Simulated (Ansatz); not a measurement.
Relaxed ZnAu (CsCl type):

```xyz
2
Lattice="3.1868 0.0000 0.0000 0.0000 3.1868 0.0000 0.0000 0.0000 3.1868" Properties=species:S:1:pos:R:3 pbc="T T T"
Zn     1.5934     1.5934     1.5934
Au     0.0000     0.0000     0.0000
```

A phonon eigenvector at Γ is frozen into this cell: atom i moves by Q times the vector below, so Q is the largest atomic displacement, in Å. The cell is held. It is one choice among 3 degenerate patterns.

```tsv
atom	x	y	z
Zn1	0.000	0.000	-1.000
Au2	0.000	0.000	0.332
```

Level of theory: PBE (plane waves to 420 eV, PAW, scalar-relativistic; Ansatz, a first-principles code). k mesh 15×15×15 (Γ-centred), Fermi-Dirac smearing 0.05 eV. With partly filled bands, energies and forces of such displacements shift with the k mesh and the smearing. Spin-orbit coupling is left out, though Au is heavy. ZnAu was relaxed with its symmetry unable to fall. 

```csv
Q (Å),−dE/dQ from forces (eV/Å)
-0.180,0.947
-0.150,0.788
-0.120,0.630
-0.090,0.472
-0.060,0.314
-0.030,0.157
0.000,0.000
0.030,-0.157
0.060,-0.314
0.090,-0.472
0.120,-0.630
0.150,-0.788
0.180,-0.947
```

Task: What harmonic wavenumber does the curvature at Q = 0 give?

Result: 128 cm⁻¹. E″ = 5.23 eV/Å², M = Σ mᵢ|uᵢ|² = 87.1 u, ν̃ = 521.5·√(|E″|/M).

(For displaced atoms, the force is minus the slope of the energy, and its curvature is a force constant, which sets phonon frequencies.)
